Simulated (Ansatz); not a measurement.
Space group Fd-3m:1 (No. 227). a = 7.218 Å, b = 7.218 Å, c = 7.218 Å, α = 90.00°, β = 90.00°, γ = 90.00°
| atom | site | symmetry | x | y | z |
| --- | --- | --- | --- | --- | --- |
| Hf | 8b | -43m | 0.0000 | 0.0000 | 0.5000 |
| V | 16c | .-3m | 0.1250 | 0.1250 | 0.1250 |

Equation of state of this HfV₂ structure (not necessarily the ground state), with shape and atoms relaxed at each volume where symmetry leaves them free. It has no gap at any of these volumes. Theory: Ansatz, DFT PBEsol, scalar-relativistic, plane waves, PAW.

Settings: cutoff 420 eV, Γ-centred mesh 8×8×8 on the computed 6-atom cell, Gaussian smearing of 0.10 eV; no spin polarisation.

```csv
V (Å³/atom),E − E(largest V) (meV/atom),P (GPa)
13.788,66.40,25.38
14.258,3.84,17.62
14.728,-37.46,10.87
15.198,-60.19,5.03
15.668,-66.88,0.00
16.138,-59.79,-4.34
16.608,-40.87,-8.09
17.235,0.00,-12.33
```

Q: Fit a third-order Birch–Murnaghan equation to E(V).

A: V0 = 15.65 Å³/atom, B0 = 157 GPa, B0' = 3.9.

Spin-orbit coupling is left out, which matters for the bands of heavy elements.

Cost: 8 runs of about 2.3 core-minutes in all, on Arm Neoverse V1 (shared hosts).